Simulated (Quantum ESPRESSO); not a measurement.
**Band energies of ScPt**

```
CELL_PARAMETERS angstrom
      3.28943     0.00000     0.00000
      0.00000     3.28943     0.00000
      0.00000     0.00000     3.28943
ATOMIC_POSITIONS crystal
  Sc 0.50000 0.50000 0.50000
  Pt 0.00000 0.00000 0.00000
```

PBEsol (Quantum ESPRESSO, PseudoDojo norm-conserving, 84 Ry, without SOC); path ΓXMΓRX,MR; energies in eV from the Fermi level.

| k (1/Å) | point | band 10 | band 11 | band 12 | band 13 | band 14 | band 15 | band 16 | band 17 |
|---|---|---|---|---|---|---|---|---|---|
| 0.00 | Γ | -5.08 | -5.08 | -2.75 | -2.75 | -2.75 | 1.48 | 1.48 | 3.46 |
| 0.53 |  | -4.65 | -4.31 | -2.98 | -2.98 | -2.53 | 0.63 | 1.11 | 1.90 |
| 0.96 | X | -4.25 | -3.29 | -3.14 | -3.14 | -2.36 | -0.88 | -0.05 | 1.23 |
| 1.06 |  | -4.23 | -3.56 | -3.16 | -2.86 | -2.42 | -0.90 | 0.02 | 1.26 |
| 1.70 |  | -5.07 | -3.70 | -3.65 | -2.19 | -1.04 | -0.21 | 0.97 | 1.80 |
| 1.91 | M | -5.19 | -3.77 | -3.77 | -1.54 | -0.78 | 0.28 | 0.28 | 1.98 |
| 2.22 |  | -4.91 | -3.65 | -3.50 | -2.44 | -2.05 | 0.46 | 0.92 | 1.69 |
| 2.85 |  | -4.76 | -4.61 | -2.98 | -2.97 | -2.63 | 1.18 | 1.45 | 2.01 |
| 3.26 | Γ | -5.08 | -5.08 | -2.75 | -2.75 | -2.75 | 1.48 | 1.48 | 3.46 |
| 3.36 |  | -5.06 | -5.06 | -2.76 | -2.76 | -2.73 | 1.47 | 1.47 | 3.28 |
| 3.98 |  | -4.02 | -4.02 | -3.41 | -3.41 | -3.31 | 1.33 | 1.33 | 1.97 |
| 4.50 |  | -4.08 | -4.08 | -2.74 | -2.64 | -2.64 | 0.03 | 0.03 | 3.11 |
| 4.92 | R | -4.22 | -4.22 | -1.48 | -1.48 | -1.33 | -1.33 | -1.33 | 2.97 |
| 5.11 |  | -4.20 | -4.18 | -2.16 | -2.05 | -1.23 | -1.18 | -0.63 | 3.49 |
| 5.59 |  | -4.28 | -3.89 | -3.60 | -3.58 | -1.14 | -1.06 | 0.86 | 1.89 |
| 6.17 |  | -4.24 | -3.52 | -3.17 | -2.88 | -2.41 | -0.89 | 0.01 | 1.23 |
| 6.27 | X | -4.25 | -3.29 | -3.14 | -3.14 | -2.36 | -0.88 | -0.05 | 1.23 |
| 6.27 | M | -5.19 | -3.77 | -3.77 | -1.54 | -0.78 | 0.28 | 0.28 | 1.98 |
| 6.58 |  | -4.83 | -3.89 | -3.89 | -1.53 | -0.72 | -0.28 | -0.28 | 2.29 |
| 7.22 | R | -4.22 | -4.22 | -1.48 | -1.48 | -1.33 | -1.33 | -1.33 | 2.97 |

A metal at this level: along this path bands 15, 16 cross the Fermi level.

Spin-orbit coupling is left out; for elements this heavy it splits bands near the Fermi level.

Geometry of the Materials Project entry, not relaxed at this level.
